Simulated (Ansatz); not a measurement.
Input:

Zr (hcp (Mg type), P6_3/mmc), a = b = 3.2466 Å, c = 5.1518 Å, α = β = 90.00°, γ = 120.00°.

This is the r²SCAN-relaxed structure.

Problem. All from DFT-r²SCAN in the program Ansatz with PAW potentials, unless another level is named. Give the density of states at the Fermi level.

Solution. 0.71 states/eV per atom (mean over ±0.08 eV).

Problem. Give the gap with spin–orbit coupling.

Solution. none (metallic).

The cell was relaxed with r²SCAN under the symmetry of its start; of distortions, only those at the zone centre were tested. No spin polarisation was allowed. Axis ratios of metals converge slowly with the k-mesh, so a and c are less sure than the volume. Scalar-relativistic: spin–orbit coupling is off unless named, which matters more the heavier the elements.

Potentials: the later of the program's two PAW sets.
